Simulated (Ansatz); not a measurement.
SnO2:
```cif
data_O4Sn2
_chemical_formula_sum 'Sn2 O4'
_space_group_name_H-M_alt 'P 1'
_space_group_IT_number 1
_cell_length_a 4.76949
_cell_length_b 4.76949
_cell_length_c 3.21172
_cell_angle_alpha 90.000
_cell_angle_beta 90.000
_cell_angle_gamma 90.000
loop_
_space_group_symop_operation_xyz
  'x, y, z'
loop_
_atom_site_label
_atom_site_type_symbol
_atom_site_fract_x
_atom_site_fract_y
_atom_site_fract_z
_atom_site_occupancy
Sn1 Sn 0.00000 0.00000 0.00000 1
Sn2 Sn 0.50000 0.50000 0.50000 1
O1 O 0.30627 0.30627 0.00000 1
O2 O 0.80627 0.19373 0.50000 1
O3 O 0.19373 0.80627 0.50000 1
O4 O 0.69373 0.69373 0.00000 1
```

Relaxed with PBEsol. Plane-wave PAW PBEsol (Ansatz code) gives a gap of 0.92 eV.

**Question.** What gap does HSE06 give on the same cell (Ansatz, PAW)?

**Answer.** 2.75 eV, 1.83 eV more. The hybrid was solved on a coarser mesh and at special points; its gap is the smallest among all of these.

| k | v1 PBEsol | c1 PBEsol | v1 HSE06 | c1 HSE06 |
|---|---|---|---|---|
| Γ | 0.00 | 0.92 | 0.00 | 2.75 |
| Z | -1.24 | 5.88 | … | … |
| M | -0.89 | 4.54 | … | … |
| A | -0.82 | 4.56 | … | … |
| R | -0.73 | 6.15 | -0.51 | 8.38 |
| X | -0.63 | 4.14 | … | … |

**Question.** Top valence (v1) and lowest conduction level (c1) in eV from each method's valence maximum (which need not be a listed point): supply the withheld HSE06 values.

**Answer.** 
- M, v1 HSE06: -0.95
- M, c1 HSE06: 6.59
- Z, v1 HSE06: -1.32
- Z, c1 HSE06: 8.09
- A, v1 HSE06: -0.88
- A, c1 HSE06: 6.62
- X, v1 HSE06: -0.58
- X, c1 HSE06: 6.10

Cost on shared cores: the PBEsol run (SCF on a 6×6×9 mesh, then bands and DOS) around 40 core-seconds (rough), the HSE06 run (SCF on 4×4×5, then a few points) very roughly 3 core-minutes; the tasks are unlike.

Space group P4_2/mnm (rutile). The PBEsol relaxation kept the symmetry of its start. Spin–orbit coupling is left out wherever it is not named.

Potentials: the later of the program's two PAW sets.
